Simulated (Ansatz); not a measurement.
CaO2:
```
CELL_PARAMETERS angstrom
     -1.60804     1.60804     3.23912
      1.60804    -1.60804     3.23912
      1.60804     1.60804    -3.23912
ATOMIC_POSITIONS crystal
  Ca 0.50000 0.50000 0.00000
  O  0.88686 0.88686 0.00000
  O  0.11314 0.11314 0.00000
```

Relaxed with LDA.

Task: Give the optical modes at the zone centre with their infrared and Raman activity from DFPT, DFT-LDA in the program Ansatz with PAW potentials.

Result: Transverse frequencies, without the LO–TO term; a row sums one degenerate level.

| ω (cm⁻¹) | degeneracy | IR ((D/Å)²/amu) | Raman (Å⁴/amu) | activity | symmetry |
|---|---|---|---|---|---|
| 139i | 2 | 0.00 | 17 | Raman | Eg |
| 126 | 1 | 8.00 | 0 | IR | A2u |
| 265 | 2 | 18.87 | 0 | IR | Eu |
| 960 | 1 | 0.00 | 220 | Raman | A1g |

Task: How high does the top mode go among those that the LO–TO term moves?

Result: 492 cm⁻¹ for q along x, 492 cm⁻¹ for q along y, 393 cm⁻¹ for q along z.

Space group I4/mmm. The workflow started from a Materials Project entry (that database holds measured and hypothetical structures alike); the Crystallography Open Database copy checked does not list it. Whether it is the stable phase at ambient conditions was not checked. Symmetry was held in the LDA relaxation. At this level the phase is dynamically unstable (imaginary phonons).

Potentials: the later of the program's two PAW sets.
